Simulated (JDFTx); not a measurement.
An input for JDFTx (a modified build) (Pt(110), CANDLE, water, 1 M NaF; bohr, hartree) and the course of its log:

```
lattice \
  7.4514735683 0.0000000000 0.0000000000 \
  0.0000000000 5.2689874820 0.0000000000 \
  0.0000000000 0.0000000000 40.8180842919
coords-type Lattice
ion Pt 0.0000000000 0.0000000000 -0.1290846340 0
ion Pt 0.5000000000 0.5000000000 -0.0645423170 0
ion Pt 0.0000000000 0.0000000000 0.0000000000 0
ion Pt 0.5000000000 0.5000000000 0.0645423170 0
ion Pt 0.0000000000 0.0000000000 0.1290846340 0
ion-species pseudo/pt_pbe_v1.4.upf
elec-cutoff 20 100
elec-ex-corr gga-PBE
coulomb-interaction Slab 001
coulomb-truncation-embed 0 0 0
kpoint-folding 6 8 1
elec-smearing Fermi 0.01
elec-n-bands 53
target-mu -0.165004
electronic-scf nIterations 100 energyDiffThreshold 1e-07
fluid LinearPCM
pcm-variant CANDLE
fluid-solvent H2O
fluid-cation Na+ 1
fluid-anion F- 1
fluid-minimize nIterations 400 knormThreshold 1e-11
wavefunction read f0.wfns
elec-initial-eigenvals f0.eigenvals
elec-initial-fillings read f0.fillings
fluid-initial-state f0.fluidState
dump-name f0_u0.$VAR
dump End State Ecomponents EigStats BandEigs Forces ElecDensity IonicPositions Fillings Kpoints Dtot FluidDebug BoundCharge FluidDensity
```

```
[one cycle in 5 is shown, and the last three; fluid-solver lines are left out]
	FillingsUpdate:  mu: -0.165004000  nElectrons: 82.893744
SCF: Cycle:  0   G: -429.884822050152025   dG: +1.633e+00   |Residual|: 2.142e-01   |deigs|: 9.950e-09
	FillingsUpdate:  mu: -0.165004000  nElectrons: 80.754332
SCF: Cycle:  5   G: -431.438288042984993   dG: -9.958e-03   |Residual|: 4.637e-02   |deigs|: 8.617e-04
	FillingsUpdate:  mu: -0.165004000  nElectrons: 80.909203
SCF: Cycle: 10   G: -431.386256535259520   dG: +5.165e-02   |Residual|: 6.211e-02   |deigs|: 3.544e-03
	FillingsUpdate:  mu: -0.165004000  nElectrons: 83.158840
SCF: Cycle: 15   G: -429.530353850701886   dG: -3.042e-01   |Residual|: 2.349e-01   |deigs|: 2.504e-03
	FillingsUpdate:  mu: -0.165004000  nElectrons: 82.413882
SCF: Cycle: 20   G: -430.380106341792100   dG: -7.841e-03   |Residual|: 1.708e-01   |deigs|: 1.491e-03
	FillingsUpdate:  mu: -0.165004000  nElectrons: 82.524790
SCF: Cycle: 25   G: -430.342820604729752   dG: +3.786e-01   |Residual|: 1.789e-01   |deigs|: 3.325e-03
	FillingsUpdate:  mu: -0.165004000  nElectrons: 82.267993
SCF: Cycle: 30   G: -430.564399437877000   dG: -1.984e-01   |Residual|: 1.620e-01   |deigs|: 1.944e-03
	FillingsUpdate:  mu: -0.165004000  nElectrons: 84.221623
SCF: Cycle: 35   G: -427.885644615078604   dG: +6.047e-01   |Residual|: 3.130e-01   |deigs|: 6.563e-03
	FillingsUpdate:  mu: -0.165004000  nElectrons: 81.408314
SCF: Cycle: 40   G: -431.254605084430466   dG: +5.149e-02   |Residual|: 7.276e-02   |deigs|: 1.648e-03
	FillingsUpdate:  mu: -0.165004000  nElectrons: 81.992554
SCF: Cycle: 45   G: -430.893552096829183   dG: +5.705e-01   |Residual|: 1.229e-01   |deigs|: 1.120e-02
	FillingsUpdate:  mu: -0.165004000  nElectrons: 82.137286
SCF: Cycle: 50   G: -430.759835893734419   dG: -6.953e-01   |Residual|: 1.420e-01   |deigs|: 5.376e-03
	FillingsUpdate:  mu: -0.165004000  nElectrons: 80.762421
SCF: Cycle: 55   G: -431.478742336443361   dG: -2.067e+00   |Residual|: 3.328e-02   |deigs|: 1.269e-02
	FillingsUpdate:  mu: -0.165004000  nElectrons: 79.212855
SCF: Cycle: 60   G: -431.119038372429941   dG: +4.016e-01   |Residual|: 8.704e-02   |deigs|: 5.409e-03
	FillingsUpdate:  mu: -0.165004000  nElectrons: 80.491374
SCF: Cycle: 65   G: -431.515670744390320   dG: -4.401e-04   |Residual|: 1.202e-02   |deigs|: 1.017e-04
	FillingsUpdate:  mu: -0.165004000  nElectrons: 80.495744
SCF: Cycle: 70   G: -431.515827477821404   dG: +8.208e-05   |Residual|: 1.151e-02   |deigs|: 5.394e-05
	FillingsUpdate:  mu: -0.165004000  nElectrons: 80.452604
SCF: Cycle: 75   G: -431.518750451520589   dG: -2.049e-03   |Residual|: 7.698e-03   |deigs|: 1.763e-04
	FillingsUpdate:  mu: -0.165004000  nElectrons: 80.363221
SCF: Cycle: 80   G: -431.521279384527134   dG: -1.320e-03   |Residual|: 6.634e-04   |deigs|: 3.363e-04
	FillingsUpdate:  mu: -0.165004000  nElectrons: 80.370014
SCF: Cycle: 85   G: -431.521233384260029   dG: +6.792e-05   |Residual|: 1.172e-03   |deigs|: 2.135e-04
	FillingsUpdate:  mu: -0.165004000  nElectrons: 80.354279
SCF: Cycle: 90   G: -431.521301334086502   dG: -3.508e-07   |Residual|: 3.397e-05   |deigs|: 1.239e-05
	FillingsUpdate:  mu: -0.165004000  nElectrons: 80.355271
SCF: Cycle: 95   G: -431.521301168767593   dG: -5.897e-07   |Residual|: 6.663e-05   |deigs|: 6.212e-06
	FillingsUpdate:  mu: -0.165004000  nElectrons: 80.355396
SCF: Cycle: 97   G: -431.521301138192882   dG: +1.016e-08   |Residual|: 7.349e-05   |deigs|: 1.970e-06
	FillingsUpdate:  mu: -0.165004000  nElectrons: 80.355141
SCF: Cycle: 98   G: -431.521301247733106   dG: -1.095e-07   |Residual|: 5.349e-05   |deigs|: 2.569e-06
	FillingsUpdate:  mu: -0.165004000  nElectrons: 80.354824
SCF: Cycle: 99   G: -431.521301324616672   dG: -7.688e-08   |Residual|: 3.093e-05   |deigs|: 5.717e-06
SCF: None of the convergence criteria satisfied after 100 iterations.
IonicMinimize: Iter:   0  G: -431.521301324616672  |grad|_K:  0.000e+00
IonicMinimize: Converged (|grad|_K<1.000000e-04).
```

This run gave no converged result. The loop ran out of cycles short of its threshold. It has stalled and not diverged: the last ten energies span 8e-07 Ha, so the total is near its end, but levels, forces and the electron count aren't shown converged.
